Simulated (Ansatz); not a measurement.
**Au (bcc): energy against volume**

Level of theory: DFT, LDA (PW92), plane waves (420 eV) with PAW, scalar-relativistic in Ansatz 0.2.0. The PAW files were generated under PBE, with cores re-solved for the functional.

The cell is scaled uniformly from the relaxed one, with fractional coordinates and shape fixed. Energies are extrapolated to zero smearing, pressures are those at the given smearing. Magnetic state: spin not included.

A Birch-Murnaghan fit gives V₀ = 16.63 Å³/atom, B₀ = 190 GPa, B₀′ = 5.7.

**Question.** What are the energy above the minimum and the pressure at 15.925 Å³/atom?

**Answer.** 19.8 meV/atom and 9.40 GPa as computed.

**Question.** What are the energy above the minimum and the pressure at 17.252 Å³/atom?

**Answer.** 12.5 meV/atom and -6.27 GPa as computed.

**Question.** What are the energy above the minimum and the pressure at 17.915 Å³/atom?

**Answer.** 49.7 meV/atom and -11.43 GPa as computed.
